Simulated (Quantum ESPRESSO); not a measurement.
# Kohn-Sham bands of CdTe (zinc blende)

```xyz
2
Lattice="0.0000 3.2821 3.2821 3.2821 0.0000 3.2821 3.2821 3.2821 0.0000" Properties=species:S:1:pos:R:3 pbc="T T T"
Cd     0.0000     0.0000     0.0000
Te    -1.6411    -1.6411    -1.6411
```

Structure: Materials Project mp-406, symmetrised, not relaxed again. COD (Crystallography Open Database) has the formula in 2 space groups, this one among them (matched by group alone). Computed values, not measurements, from PBEsol: Quantum ESPRESSO (norm-conserving PseudoDojo potentials, cutoff 82 Ry, spinors with spin-orbit coupling) on a Γ-centred 6×6×6 mesh, then Wannier90. Density: 8×8×8 mesh, Gaussian smearing 0.01 Ry. With spin-orbit coupling a semilocal functional can close or falsely invert a small gap; the band order was not checked against a better method. The gap is small at this level and was sampled on the meshes and a path alone.

Energies are relative to the valence-band maximum; weights are on the orthonormalised atomic waves of the pseudopotential files, averaged over the group. 36 electrons a cell are treated as valence.

**Question.** Into which isolated groups do the bands fall, where do they lie and what are they made of?

**Answer.** 
```tsv
bands	from (eV)	to (eV)	filling	weight on atomic waves
1–2	-102.16	-102.16	filled	Cd 4s 100 %
3–4	-67.32	-67.32	filled	Cd 4p 100 %
5–8	-61.47	-61.47	filled	Cd 4p 100 %
9–12	-37.04	-37.04	filled	Te 4d 100 %
13–18	-35.57	-35.57	filled	Te 4d 100 %
19–20	-11.27	-10.78	filled	Te 5s 80 %, Cd 4d 12 %, Cd 5s 8 %
21–30	-8.72	-7.46	filled	Cd 4d 96 %
31–36	-4.55	0.00	filled	Te 5p 80 %, Cd 5s 12 %
```

The Kohn-Sham gap over both meshes and the path is 0.28 eV.
